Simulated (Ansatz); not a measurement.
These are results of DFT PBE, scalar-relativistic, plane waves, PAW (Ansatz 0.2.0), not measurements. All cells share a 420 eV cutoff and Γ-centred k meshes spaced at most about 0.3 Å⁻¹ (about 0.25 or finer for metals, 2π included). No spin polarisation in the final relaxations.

These are static total energies at zero pressure. All come from trial cells, and lower structures may exist.

Question: These unrelaxed guesses for K2Nb2O are each relaxed within their symmetry. Order them by the energy at which they end, lowest first.
A.

```
K Nb O
1.0
     4.52192    0.00000    0.00000
    -2.26096    3.91610    0.00000
     0.00000    0.00000    7.95658
K Nb O
2 2 1
Direct
  0.00000 0.00000 0.68619
  0.00000 0.00000 0.31381
  0.33333 0.66667 0.00000
  0.66667 0.33333 0.00000
  0.00000 0.00000 0.00000
```

B.

```
K Nb O
1.0
     4.29385    0.00000    0.00000
    -2.14692    3.71858    0.00000
     0.00000    0.00000    7.71333
K Nb O
2 2 1
Cartesian
  0.0000 0.0000 2.3167
  0.0000 0.0000 5.3966
  0.0000 2.4791 6.8327
  2.1469 1.2395 0.8806
  0.0000 0.0000 0.0000
```

C.

```
K Nb O
1.0
     4.58189    0.00000    0.00000
    -2.29094    3.96803    0.00000
     0.00000    0.00000    7.07057
K Nb O
2 2 1
Cartesian
  2.2909 1.3227 5.2419
  0.0000 2.6454 1.8287
  2.2909 1.3227 2.4982
  0.0000 2.6454 4.5724
  0.0000 0.0000 0.0000
```

Answer: B (ends in P-3m1, 0 meV/atom), C (ends in P-3m1, 186 meV/atom), A (ends in P6/mmm, 0.55 eV/atom).

A magnetic state wasn't ruled out in cells without spin, among them P-3m1 at 26.9 Å³/atom, P-3m1 at 24.4 Å³/atom, P6/mmm. Cells relaxed within their symmetry can be saddle points. Some candidate types were left out of the draw beforehand, so a known form may be missing.
